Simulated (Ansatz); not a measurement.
**Calculated ²³Na nuclear quadrupole resonance for NaZnAsH4O6**

Cell: a computed structure from the Materials Project (it need not be an observed phase), atoms as given.

Space group P-1 (No. 2); a = 6.0056, b = 6.2223, c = 8.0677 Å, α = 84.63°, β = 83.36°, γ = 88.62°.

| site | Wyckoff | site symmetry | x | y | z |
| --- | --- | --- | --- | --- | --- |
| Na1 | 1a | -1 | 0.0000 | 0.0000 | 0.0000 |
| Na2 | 1e | -1 | 0.5000 | 0.5000 | 0.0000 |
| Zn | 2i | 1 | 0.6993 | 0.7681 | 0.3941 |
| H5 | 2i | 1 | 0.8099 | 0.6476 | 0.8993 |
| H7 | 2i | 1 | 0.7564 | 0.8300 | 0.7731 |
| H9 | 2i | 1 | 0.9851 | 0.3988 | 0.8449 |
| H11 | 2i | 1 | 0.8736 | 0.3549 | 0.0389 |
| As | 2i | 1 | 0.1810 | 0.7395 | 0.6064 |
| O15 | 2i | 1 | 0.3701 | 0.7430 | 0.4307 |
| O17 | 2i | 1 | 0.9039 | 0.7534 | 0.5715 |
| O19 | 2i | 1 | 0.2283 | 0.9421 | 0.7309 |
| O21 | 2i | 1 | 0.2110 | 0.4965 | 0.7363 |
| O23 | 2i | 1 | 0.7368 | 0.7910 | 0.8962 |
| O25 | 2i | 1 | 0.8467 | 0.3481 | 0.9218 |

One atom of each set is listed.

Computed with Ansatz: DFT, PBE, plane waves and PAW, scalar-relativistic, 420 eV cutoff, Γ-centred 4×4×3 k-points, Fermi–Dirac smearing 0.02 eV.

²³Na: I = 3/2, Q = 104.0 mb (year-2017 value). Static lattice, zero field.

Sites with a gradient: Na1 (1 atom; 6 O at 2.35–2.48 Å); Na2 (1 atom; 4 O at 2.31–2.36 Å; also 2 O at 2.90 Å).

(1) The simulated spectrum has lines at 1.20, 2.14 MHz. Sort them into the sets that belong together, and say which site each set most likely comes from.

Results:

(1) For I = 3/2 there is one line, ν = (|C_Q|/2)(1 + η²/3)^½. Na1: 1.20 MHz (|C_Q| = 2.23 MHz, η = 0.68). Na2: 2.14 MHz (|C_Q| = 4.18 MHz, η = 0.39).

The sites follow from the calculation. Like point charges on the first shell alone (each adding as 1/d³) would give the same order.

The largest force is 0.4 eV/Å, so the atoms aren't at the calculated equilibrium and relaxing them would move these values.
